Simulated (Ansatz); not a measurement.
**Relaxation path: hcp Ru (10-10), 6 layers**

DFT, PBE, PAW with Ansatz's default frozen-core files, scalar-relativistic (Ansatz 0.2.0); a Γ-centred 12×8×1 k mesh, Fermi–Dirac smearing of 0.1 eV, no spin polarisation. The run relaxes the atoms in the fixed cell.

Command: `ansatz run input.yaml --threads 2 --pin off --max-ram 4096MiB --backend cpu --events-out ev --progress --plain --runs-dir out` It took 93 s on 2 threads of Arm Neoverse V1, on a shared host, peak memory 0.63 GiB.

```yaml
crystal:
  lattice:
    - [2.7211623494, 0.0, 0.0]
    - [0.0, 4.295998037, 0.0]
    - [0.0, 0.0, 18.4987]
  atoms:
    - { symbol: Ru, position: [0.75, 0.75, 0.3513754113] }
    - { symbol: Ru, position: [0.25, 0.25, 0.3938395798] }
    - { symbol: Ru, position: [0.25, 0.75, 0.4787679158] }
    - { symbol: Ru, position: [0.75, 0.25, 0.5212320842] }
    - { symbol: Ru, position: [0.75, 0.75, 0.6061604202] }
    - { symbol: Ru, position: [0.25, 0.25, 0.6486245887] }
kpoints:
  mp_grid: { grid: [12, 8, 1] }
scf:
  occupations: { method: fermi_dirac, width: 0.1 }
hamiltonian:
  xc: pbe
  pseudopotentials: { kind: paw }
output:
  forces: true
  stress: true
  eigenvalues: true
relax:
  f_tol: 0.01
  max_steps: 40
efield:
  axis: 3
  amplitude: 0
  dipole_correction: true
```

Each step lists its free energy a cell above the last geometry, and Cartesian positions (Å) with forces (eV/Å).

The first step:

```
step 1  dF = 141.44 meV
  Ru 2.0409 3.2220 6.5000   0.0000 0.0000 1.0067
  Ru 0.6803 1.0740 7.2855   0.0000 0.0000 -0.2039
  Ru 0.6803 3.2220 8.8566   0.0000 0.0000 0.0033
  Ru 2.0409 1.0740 9.6421   0.0000 0.0000 -0.0033
  Ru 2.0409 3.2220 11.2132   0.0000 0.0000 0.2039
  Ru 0.6803 1.0740 11.9987   0.0000 0.0000 -1.0067
```

**Question.** Where does the relaxation end, and by which steps?

**Answer.** After 5 geometries, with a shortest distance of 2.623 Å. The further steps:
```
step 2  dF = 40.28 meV
  Ru 2.0409 3.2220 6.6952   0.0000 0.0000 -0.5288
  Ru 0.6803 1.0740 7.3013   0.0000 0.0000 -0.2206
  Ru 0.6803 3.2220 8.9009   0.0000 0.0000 -0.1304
  Ru 2.0409 1.0740 9.5978   0.0000 0.0000 0.1304
  Ru 2.0409 3.2220 11.1974   0.0000 0.0000 0.2206
  Ru 0.6803 1.0740 11.8035   0.0000 0.0000 0.5288
step 3  dF = 0.30 meV
  Ru 2.0409 3.2220 6.6344   0.0000 0.0000 -0.0112
  Ru 0.6803 1.0740 7.2829   0.0000 0.0000 -0.0504
  Ru 0.6803 3.2220 8.8816   0.0000 0.0000 -0.0199
  Ru 2.0409 1.0740 9.6171   0.0000 0.0000 0.0199
  Ru 2.0409 3.2220 11.2158   0.0000 0.0000 0.0504
  Ru 0.6803 1.0740 11.8643   0.0000 0.0000 0.0112
step 4  dF = 0.07 meV
  Ru 2.0409 3.2220 6.6314   0.0000 0.0000 -0.0007
  Ru 0.6803 1.0740 7.2757   0.0000 0.0000 0.0257
  Ru 0.6803 3.2220 8.8792   0.0000 0.0000 0.0143
  Ru 2.0409 1.0740 9.6195   0.0000 0.0000 -0.0143
  Ru 2.0409 3.2220 11.2230   0.0000 0.0000 -0.0257
  Ru 0.6803 1.0740 11.8673   0.0000 0.0000 0.0007
step 5  dF = 0.00 meV
  Ru 2.0409 3.2220 6.6320   0.0000 0.0000 -0.0006
  Ru 0.6803 1.0740 7.2781   0.0000 0.0000 -0.0002
  Ru 0.6803 3.2220 8.8801   0.0000 0.0000 0.0008
  Ru 2.0409 1.0740 9.6186   0.0000 0.0000 -0.0007
  Ru 2.0409 3.2220 11.2206   0.0000 0.0000 0.0002
  Ru 0.6803 1.0740 11.8667   0.0000 0.0000 0.0006
```
